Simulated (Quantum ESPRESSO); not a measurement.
pw.x input (Quantum ESPRESSO 7.5; PBEsol, PseudoDojo standard norm-conserving files, scalar-relativistic):

```
&CONTROL
  calculation = 'scf'
  pseudo_dir = './pseudo'
  outdir = './out'
  tprnfor = .true.
  tstress = .true.
/
&SYSTEM
  ibrav = 0
  nat = 4
  ntyp = 3
  ecutwfc = 100.0
  ecutrho = 400.0
  occupations = 'smearing'
  smearing = 'fd'
  degauss = 0.002
  nbnd = 42
/
&ELECTRONS
  conv_thr = 4e-10
/
ATOMIC_SPECIES
Se 78.9710 Se.upf
Lu 174.9668 Lu.upf
Tl 204.3800 Tl.upf
CELL_PARAMETERS angstrom
  2.022479162878   1.167678889118   7.688716891000
 -2.022479162878   1.167678889118   7.688716891000
  0.000000000000  -2.335357778236   7.688716891000
ATOMIC_POSITIONS crystal
Se   0.734485405500   0.734485405500   0.734485405500
Se   0.265514594500   0.265514594500   0.265514594500
Lu   0.000000000000   0.000000000000   0.000000000000
Tl   0.500000000000   0.500000000000   0.500000000000
K_POINTS automatic
8 8 8 0 0 0
```

End of the output:

```

[...]
     the Fermi energy is    11.0449 ev
!    total energy              =   -1099.11919684 Ry
     estimated scf accuracy    <          6.6E-11 Ry
     smearing contrib. (-TS)   =      -0.00000000 Ry
     internal energy E=F+TS    =   -1099.11919684 Ry
     The total energy is F=E-TS. E is the sum of the following terms:
     one-electron contribution =    -707.25032898 Ry
     hartree contribution      =     399.50064889 Ry
     xc contribution           =    -207.71932852 Ry
     ewald contribution        =    -583.65018823 Ry
     convergence has been achieved in  10 iterations
     Forces acting on atoms (cartesian axes, Ry/au):
     atom    1 type  1   force =     0.00000000    0.00000000   -0.00229094
     atom    2 type  1   force =     0.00000000    0.00000000    0.00229094
     atom    3 type  2   force =     0.00000000    0.00000000   -0.00000000
     atom    4 type  3   force =     0.00000000    0.00000000    0.00000000
     Total force =     0.003240     Total SCF correction =     0.000033
     Computing stress (Cartesian axis) and pressure
          total   stress  (Ry/bohr**3)                   (kbar)     P=       -9.22
  -0.00005775   0.00000000   0.00000000           -8.50        0.00        0.00
   0.00000000  -0.00005775   0.00000000            0.00       -8.50        0.00
   0.00000000   0.00000000  -0.00007247            0.00        0.00      -10.66
```
In a gapped system the printed Fermi energy is only some level inside the gap.

Spin-orbit coupling is not included.

Geometry relaxed with PBE+D3(BJ).
